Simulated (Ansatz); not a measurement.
Given:

ZrSnTe:
```yaml
crystal:
  lattice:
    - [4.09359, 0.00000, 0.00000]
    - [0.00000, 4.09359, 0.00000]
    - [0.00000, 0.00000, 8.79483]
  atoms:
    - { symbol: Zr, position: [0.50000, 0.00000, 0.26355] }
    - { symbol: Zr, position: [0.00000, 0.50000, 0.73645] }
    - { symbol: Sn, position: [0.00000, 0.00000, 0.00000] }
    - { symbol: Sn, position: [0.50000, 0.50000, 0.00000] }
    - { symbol: Te, position: [0.50000, 0.00000, 0.61979] }
    - { symbol: Te, position: [0.00000, 0.50000, 0.38021] }
```

This is the r²SCAN-relaxed structure.

Question: All from plane-wave PAW r²SCAN (Ansatz code), unless another level is named. Predict the electronic character.

Answer: metallic (no gap).

Question: Predict the density of states at the Fermi level.

Answer: 0.07 states/eV per atom (mean over ±0.08 eV).

Question: Next, the formation energy from the elements (no fitted shifts)?

Answer: -0.78 eV/atom.

Space group P4/nmm. The workflow started from a Materials Project entry (that database holds measured and hypothetical structures alike); the Crystallography Open Database copy checked does not list it. Whether it is the stable phase at ambient conditions was not checked. Symmetry was held in the r²SCAN relaxation; whether a distortion lowers the energy is not shown. No spin polarisation was allowed. The references are the lowest solids computed at this level, not always the standard phases. Spin–orbit coupling is left out wherever it is not named.

Potentials: the earlier of the program's two PAW sets.
